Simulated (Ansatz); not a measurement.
An ordered 4-atom cell of CdSiN2 on the zincblende lattice (P-4m2), relaxed with r2SCAN: 4 runs in the plane-wave code Ansatz, each a calculation of independent-particle optics. The symmetry is P-4m2 (No. 115, tetragonal); a = 3.034 Å, c = 5.110 Å in the conventional setting, 11.76 Å³ an atom. Around Cd lie 4 N at 2.23 Å; around N lie 2 Si at 1.77 Å and 2 Cd at 2.23 Å; around Si lie 4 N at 1.77 Å. Note: simulated data, non-magnetic, for a generated structure that need not be the stable one.

```xyz
4
Lattice="3.0340 0.0000 0.0000 0.0000 3.0340 0.0000 0.0000 0.0000 5.1102" Properties=species:S:1:pos:R:3 pbc="T T T"
Cd    0.0000    0.0000    0.0000
N     0.0000    1.5170    1.6339
Si    1.5170    1.5170    2.5551
N     1.5170    0.0000    3.4763
```

On meshes this coarse, single peaks can be features of the mesh. No local fields, no excitons; the zone sum runs over the cells of the mesh, and ε∞ includes the bands left out of the spectrum. Up to four peaks are listed, those above 15 % of the tallest and inside the complete range; the four can differ from row to row. Rows marked drawn have settings drawn at random (some not listed).

```tsv
functional	k mesh	broadening (eV)	scissors (eV)	range (eV)	settings	direct gap on the mesh before scissors (eV)	ε∞ xx	ε∞ yy	ε∞ zz	complete up to (eV)	tallest peaks of mean ε₂ (eV)
PBE	6×6×4	0.1	0.00	0–12	chosen	1.19	6.34	6.34	6.88	12.0	5.70 8.35 9.40 10.05
r2SCAN	6×6×4	0.1	0.00	0–12	chosen	1.54	5.58	5.58	6.16	12.0	6.20 9.05 10.10 10.85
PBE	6×6×4	0.1	1.23 (to HSE06)	0–12	chosen	1.19	5.40	5.40	5.93	12.0	6.95 9.55 10.65 11.30
PBE	4×4×4	0.25	0.60	2–30	drawn	1.18	5.87	5.87	6.41	30.0	6.40 9.10
```

Spin-orbit coupling is left out.
